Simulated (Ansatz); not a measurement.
**Sb$_{2}$Au: computed property card**

Sb₂Au in space group Pa-3 (No. 205; Sb on 8c, Au on 4a), a = b = c = 6.6739 Å, α = β = γ = 90.00°.

Space group Pa-3 (No. 205); conventional cell a = 6.6739 Å, b = 6.6739 Å, c = 6.6739 Å, α = 90.00°, β = 90.00°, γ = 90.00°.

Method: DFT-PBEsol in the program Ansatz with PAW potentials. Structure relaxed to zero pressure with the same functional. Other levels are named where they apply.

**Cell and energy**

Volume per atom: 24.77 Å³
Density: 9.84 g/cm³
Formation energy from the elements (no fitted shifts): -0.090 eV/atom

**Electronic structure**

* **Electronic character**: metallic (no gap)
* **Density of states at the Fermi level**: 0.44 states/eV per atom (mean over ±0.08 eV)
* **Gap with spin–orbit coupling**: none (metallic)

**Mechanics**

- Bulk modulus (Birch–Murnaghan fit): 86.4 GPa
- Pressure derivative B′: 5.1
- Elastic constants (relaxed ions, GPa): C11 = 136, C12 = 61.5, C44 = 23.1
- Mechanical stability: stable (all eigenvalues of C positive)
- Hill bulk and shear moduli: 86.4 and 28.1 GPa
- Young's modulus: 75.9 GPa
- Poisson's ratio: 0.35
- Debye temperature from the elastic constants: 194 K

**Phonons**

- Highest zone-centre frequency = 159 cm⁻¹
- Zone-centre stability = no imaginary mode at Γ

The first step of the workflow began from a Materials Project structure, measured or hypothetical; the Crystallography Open Database files this formula in space group No. 205, but the cells were not matched. Whether it is the stable phase at ambient conditions was not checked. The cell was relaxed with PBEsol under the symmetry of its start. As this level gives no gap, shear constants depend on the k-mesh and smearing (Fermi–Dirac, 0.1 eV here). As this level gives no gap, phonon frequencies hold no LO–TO term and depend on the k-mesh and smearing (Fermi–Dirac, 0.1 eV here). The references are the lowest solids computed at this level, not always the standard phases. Spin–orbit coupling is left out wherever it is not named.

Potentials: the later of the program's two PAW sets.
